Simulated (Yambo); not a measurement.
Yambo run on Rb2RhAgF6 (space group Fm-3m, No. 225). The wavefunctions come from this Quantum ESPRESSO step (LDA, PseudoDojo standard norm-conserving files, scalar-relativistic):

```
&CONTROL
  calculation = 'nscf'
  pseudo_dir = './pseudo'
  outdir = './out'
/
&SYSTEM
  ibrav = 0
  nat = 10
  ntyp = 4
  ecutwfc = 88.0
  ecutrho = 352.0
  occupations = 'fixed'
  force_symmorphic = .true.
  nbnd = 337
/
&ELECTRONS
  conv_thr = 1e-08
  diago_full_acc = .true.
  diago_thr_init = 1e-08
/
ATOMIC_SPECIES
F 18.9984 F.upf
Rb 85.4678 Rb.upf
Rh 102.9055 Rh.upf
Ag 107.8682 Ag.upf
CELL_PARAMETERS angstrom
  0.000000000000   4.422235000000   4.422235000000
  4.422235000000   0.000000000000   4.422235000000
  4.422235000000   4.422235000000   0.000000000000
ATOMIC_POSITIONS crystal
F   0.229620000000   0.229620000000   0.770380000000
F   0.770380000000   0.770380000000   0.229620000000
F   0.770380000000   0.229620000000   0.229620000000
F   0.229620000000   0.770380000000   0.770380000000
F   0.229620000000   0.770380000000   0.229620000000
F   0.770380000000   0.229620000000   0.770380000000
Rb   0.250000000000   0.250000000000   0.250000000000
Rb   0.750000000000   0.750000000000   0.750000000000
Rh   0.000000000000   0.000000000000   0.000000000000
Ag   0.500000000000   0.500000000000   0.500000000000
K_POINTS automatic
2 2 2 0 0 0
```

Yambo input:

```
rim_cut
gw0
dyson
el_el_corr
HF_and_locXC
ppa
em1d
RandQpts= 1000000
RandGvec= 1 Ry
EXXRLvcs= 88 Ry
VXCRLvcs= 352 Ry
Chimod= "HARTREE"
% BndsRnXp
 9 | 335 |
%
NGsBlkXp= 8 Ry
% LongDrXp
 1.0 | 1.0 | 1.0 |
%
PPAPntXp= 27.2114 eV
% GbndRnge
 1 | 335 |
%
GTermKind= "BG"
DysSolver= "n"
ExtendOut
% QPkrange
 1 | 1 | 48 | 49 |
 3 | 3 | 48 | 49 |
%
```

k points by index: 1 = Γ, 3 = X.

Resulting energies as the program prints them:

```
#    K-point    Band    Eo [eV]    E [eV]    E-Eo [eV]    Vxc [eV]    Vnlxc [eV]    Sc|Eo [eV]    Sc|E [eV]    dSc/dw|Eo [eV]    Re(Z)    Im(Z)
#
    1    48    -0.007274    -0.943765    -0.936491    -23.08275    -29.46177    5.167094    5.442535    -8.001425    0.772765    -0.001944
    1    49    2.272739    3.756353    1.483613    -24.49742    -19.27529    -3.306232    -3.738511    -7.926574    0.774401    -0.003368
    3    48    0.000000    -0.913454    -0.913454    -23.01964    -29.40189    5.197694    5.468805    -8.074180    0.771171    -0.001959
    3    49    1.013299    2.509139    1.495839    -20.13875    -14.37259    -3.892863    -4.270314    -6.865729    0.798521    -0.001483
```
(The two width columns are left out.) Convergence of these settings isn't established.

Spin-orbit coupling is not included.

Geometry of the Materials Project entry, not relaxed at this level.

The structure is a Materials Project entry; no match was found in the copy of COD used, and its stability was not checked.
